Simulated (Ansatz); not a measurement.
Ga:
```
CELL_PARAMETERS angstrom
      2.25394    -3.81787     0.00000
      2.25394     3.81787     0.00000
      0.00000     0.00000     4.50900
ATOMIC_POSITIONS crystal
  Ga 0.65582 0.34418 0.41676
  Ga 0.34418 0.65582 0.58324
  Ga 0.84418 0.15582 0.91676
  Ga 0.15582 0.84418 0.08324
```

Relaxed with PBE+D3(BJ). Special points in fractions of this cell's reciprocal vectors: Γ (0.000, 0.000, 0.000); Y (-0.500, 0.500, 0.000); C0 (-0.337, 0.663, 0.000); Σ0 (0.337, 0.337, 0.000); Z (0.000, 0.000, 0.500); A0 (0.337, 0.337, 0.500); E0 (-0.337, 0.663, 0.500); T (-0.500, 0.500, 0.500); S (0.000, 0.500, 0.000); R (0.000, 0.500, 0.500).

**Question.** List the band energies nearest the Fermi level at these points for PBE+D3(BJ) in the plane-wave PAW code Ansatz.

**Answer.** In eV from the Fermi level; about four levels below and three above (degenerate sets whole), none deeper than 8.9 eV; points with the same levels are listed once.

```
k                     below                above
--  -----------------------  -------------------
Γ   -3.72 -1.73 -1.73 -0.72       0.93 0.99 1.09
Y   -4.13 -3.29 -1.69 -1.51       1.12 1.25 3.39
C0  -1.05 -1.05 -0.16 -0.07       1.05 2.06 2.81
Z               -0.12 -0.12  0.01 0.01 0.09 0.09
A0  -6.03 -6.03 -3.61 -3.61  4.12 4.12 5.15 5.15
T   -1.26 -1.26 -0.92 -0.92  6.77 6.77 7.96 7.96
S   -3.43 -3.43 -1.34 -1.34  0.79 0.79 4.18 4.18
R   -6.25 -6.25 -1.52 -1.52  0.56 0.56 7.24 7.24
```

Space group Cmce (α-Ga). The cell was relaxed with PBE+D3(BJ) under the symmetry of its start. The pairwise dispersion correction was not fitted to metals. Scalar-relativistic: spin–orbit coupling is off unless named, which matters more the heavier the elements.

Potentials: the earlier of the program's two PAW sets.
